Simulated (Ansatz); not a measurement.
WO3 (ReO3 type, Pm-3m), PBEsol in the plane-wave PAW code Ansatz, all energies at zero smearing, with the estimated change up to a 700 eV cutoff added, with one set of potentials and settings (totals compare only within such a set). Cell of 4 atoms (1 W, 3 O): -11941.167 eV.

```tsv
element	reference phase	E (eV/atom)
W	Im-3m, 1 atoms in the cell	-10257.5790
O	C2/m, 4 atoms in the cell, spin-polarised	-558.3609
```

Formation energy per atom, worked out: (-11941.167 − 1×(-10257.5790) − 3×(-558.3609))/4 = -2.126 eV/atom (-205 kJ per mol of atoms), at 0 K, without zero-point energy or fitted corrections.

The workflow started from a Materials Project entry (that database holds measured and hypothetical structures alike); the Crystallography Open Database copy checked does not list it. COD files the formula under space group No. 2, 14, 62, 129, 130, 191. Its standing as an ambient phase is unchecked. Symmetry was held in the PBEsol relaxation. At this level the phase is dynamically unstable (imaginary phonons). The run is not spin-polarised. No Hubbard U is applied. The references are the lowest solids computed at this level, not always the standard phases (solids in place of the gases). Spin–orbit coupling is left out wherever it is not named.

Potentials: the earlier of the program's two PAW sets. The files were generated under PBE; for other functionals the program regenerates the frozen cores, and for LDA and PBEsol the local potential too.
